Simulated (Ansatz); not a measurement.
BaMg2P2:
```cif
data_BaMg2P2
_chemical_formula_sum 'Ba1 Mg2 P2'
_space_group_name_H-M_alt 'P-3m1'
_space_group_IT_number 164
_space_group_name_Hall '-P 3 2"'
_cell_length_a 4.36799
_cell_length_b 4.36799
_cell_length_c 7.60614
_cell_angle_alpha 90.000
_cell_angle_beta 90.000
_cell_angle_gamma 120.000
loop_
_atom_site_label
_atom_site_type_symbol
_atom_site_symmetry_multiplicity
_atom_site_Wyckoff_symbol
_atom_site_fract_x
_atom_site_fract_y
_atom_site_fract_z
_atom_site_occupancy
Ba1 Ba 1 a 0.00000 0.00000 0.00000 1
Mg1 Mg 2 d 0.66667 0.33333 0.37754 1
P1 P 2 d 0.33333 0.66667 0.27750 1
```

Relaxed with r²SCAN.

Tabulate the valence density and the electron localisation function along the shortest Mg–Mg contact (3.14 Å), DFT-r²SCAN in the program Ansatz with PAW potentials.



| distance from Mg (Å) | density (e/Å³) | ELF |
|---|---|---|
| 0.31 | 15.19 | 0.35 |
| 0.47 | 5.64 | 0.43 |
| 0.63 | 1.28 | 0.33 |
| 0.78 | 0.26 | 0.10 |
| 0.94 | 0.13 | 0.03 |
| 1.10 | 0.10 | 0.07 |
| 1.25 | 0.10 | 0.17 |
| 1.41 | 0.10 | 0.24 |
| 1.57 | 0.10 | 0.26 |
| 1.72 | 0.10 | 0.24 |
| 1.88 | 0.10 | 0.17 |
| 2.04 | 0.10 | 0.07 |
| 2.19 | 0.13 | 0.03 |
| 2.35 | 0.26 | 0.10 |
| 2.51 | 1.28 | 0.33 |
| 2.67 | 5.64 | 0.43 |
| 2.82 | 15.19 | 0.35 |

The density is the valence pseudo-density with augmentation charge, so density and ELF within about 1 Å of a nucleus are not all-electron values.

The workflow started from a Materials Project entry (that database holds measured and hypothetical structures alike); the Crystallography Open Database copy checked does not list it. Whether it is the stable phase at ambient conditions was not checked. The r²SCAN relaxation kept the symmetry of its start; whether a distortion lowers the energy is not shown. Spin–orbit coupling is left out wherever it is not named.

Potentials: the later of the program's two PAW sets.
